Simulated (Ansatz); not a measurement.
Start of a relaxation, H over the place (0/6, 0/6) of the surface cell, counted from the highest slab atom, its height relaxed (MoS$_{2}$, R-3m (No. 166), (1 0 1) face):

```yaml
crystal:
  lattice:
    - [3.12041, 0.00000, 0.00000]
    - [-1.56020, 6.15233, 0.00000]
    - [0.00000, 0.00000, 25.65978]
  atoms:
    - { symbol: S, position: [0.89272, 0.78544, 0.33126] }
    - { symbol: Mo, position: [0.53216, 0.06431, 0.35685] }
    - { symbol: S, position: [0.17159, 0.34318, 0.38244] }
    - { symbol: S, position: [0.42488, 0.84975, 0.43544] }
    - { symbol: Mo, position: [0.06343, 0.12684, 0.45604] }
    - { symbol: S, position: [0.70474, 0.40947, 0.48620] }
    - { symbol: S, position: [0.96287, 0.92574, 0.54113] }
    - { symbol: Mo, position: [0.60286, 0.20572, 0.55886] }
    - { symbol: S, position: [0.17302, 0.34604, 0.61720] }
    - { symbol: H, position: [0.17302, 0.34604, 0.67020] }
```

Theory: DFT PBEsol, scalar-relativistic, plane waves, PAW (Ansatz). Plane waves to 420 eV, a k mesh through Γ of 10×5×1 on the computed 10-atom cell and Gaussian smearing (0.10 eV); no spin polarisation. The cell repeats along c with a dipole correction in the vacuum.

Atoms 1, 2, 3, 4, 5, 6, 7, 8, 9 (counted from 1) are held. Atom 10 may move along c only. The cell is fixed. Force threshold 0.02 eV/Å.

```csv
step,E − E_final (eV),largest force (eV/Å)
1,0.001,0.190
2,0.000,0.088
3,0.000,0.001
4,0.000,0.001
```

Q: What is the final structure?

A:
```
CELL_PARAMETERS angstrom
3.12041 0.00000 0.00000
-1.56020 6.15233 0.00000
0.00000 0.00000 25.65978
ATOMIC_POSITIONS crystal
S 0.89272 0.78544 0.33126
Mo 0.53216 0.06431 0.35685
S 0.17159 0.34318 0.38244
S 0.42488 0.84975 0.43544
Mo 0.06342 0.12684 0.45604
S 0.70473 0.40947 0.48620
S 0.96287 0.92574 0.54113
Mo 0.60286 0.20572 0.55886
S 0.17302 0.34604 0.61720
H 0.17302 0.34604 0.67055
```

The end is the local minimum or symmetric point that this start leads to.

Spin polarisation was left out, and a magnetic state may lie lower.

The reference crystal is a form of MoS2, which isn't its usual structure.

Cost: 1 run of about 4 core-minutes, on Intel Xeon Platinum 8259CL (Skylake/Cascade Lake) (shared hosts).